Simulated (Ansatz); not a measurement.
## ZnInGaO4: pressure against volume

ZnInGaO4, R3m, a = 3.315 Å, c = 25.749 Å. The structure is a Materials Project entry; whether it is the stable form wasn't checked. Ansatz: PBEsol, PAW, 420 eV, Γ-centred 12×12×12 mesh on 7 atoms, Gaussian smearing 0.02 eV; no spin polarisation. Shape and atoms are relaxed at each volume; pressure is positive in compression.

```
V (Å³/atom) P (GPa)
     10.268    29.24
     10.618    20.01
     10.968    12.21
     11.318     5.60
     11.668     0.01
     12.019    -4.74
     12.369    -8.74
     12.835        ?
```

Take V0 = 11.668 Å³/atom, count pressures from its P0 = 0.01 GPa, fit the third-order Birch–Murnaghan form to the other rows, and predict the missing pressure.

With the Eulerian strain f = ½[(V0/V)^(2/3) − 1] and y = (P − P0)/[3f(1 + 2f)^(5/2)], the form is the line y = B0 + 1.5 B0 (B0′ − 4) f. Rows (f, y): 0.04447, 177.1; 0.03244, 175.6; 0.02105, 174.3; 0.01026, 172.6; -0.00978, 170.1; -0.01907, 168.6. Means f = 0.01323, y = 173.05; Σ(Δf)² = 0.002988, ΣΔfΔy = 0.3982; the slope is their ratio. y = 171.3 + 133.3 f GPa, so B0 = 171.3 GPa and B0′ = 4 + 2 × (133.3)/(3 × 171.3) = 4.52. At V = 12.835, f = -0.03079, y = 167.20 and P = -13.16 GPa. The run gave -13.13 GPa, so the fit is 0.03 GPa too low, a small miss on the scale of the series. The form still works here, 22 % of the fitted range beyond its end.